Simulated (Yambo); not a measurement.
A G0W0@PBEsol run in Yambo for Mg$_{2}$RuH$_{6}$ (space group Fm-3m, No. 225) (4×4×4 Γ-centred k mesh, bands 13 to 169 and a 10 Ry block in the screening, 169 bands in G with the Bruneval-Gonze terminator, plasmon pole fitted at 27.2 eV) gives these matrix elements, in eV, at the band edges (W → X):

```json
[
 {"state": "valence edge", "E0": "0.000", "<Vxc>": "-19.176", "<Σx>": "-23.040", "<Σc(E0)>": "3.323", "Z": "0.776"},
 {"state": "conduction edge", "E0": "3.000", "<Vxc>": "-16.053", "<Σx>": "-11.491", "<Σc(E0)>": "-3.565", "Z": "0.806"}
]
```

**Question.** Solve the linearised quasiparticle equation for both states, give the gap, and say how exchange and correlation each act on it.

**Answer.** E = E0 + Z(Σx + Σc − Vxc). Valence: 0.000 + 0.776 × (-23.040 + (3.323) − (-19.176)) = -0.42 eV. Conduction: 3.000 + 0.806 × (-11.491 + (-3.565) − (-16.053)) = 3.80 eV. The gap is 4.22 eV, against 3.00 eV in PBEsol. Replacing Vxc by bare exchange alone would open it by 8.43 eV; correlation takes back 6.89 eV of that, and Z scales what is left. Nearest settings tried, and what they do to the gap: 109 bands in G: +1 meV; 4 Ry block (65 vectors against 283): -59 meV. Not varied: bands in W, mesh. So the settings aren't converged at that level. Spin-orbit splittings are left out.

Geometry of the Materials Project entry, not relaxed at this level; primitive cell a = 4.663 Å, b = 4.663 Å, c = 4.663 Å, α = 60.00°, β = 60.00°, γ = 60.00°.

The structure is a Materials Project entry; no match was found in the copy of COD used, and its stability was not checked.
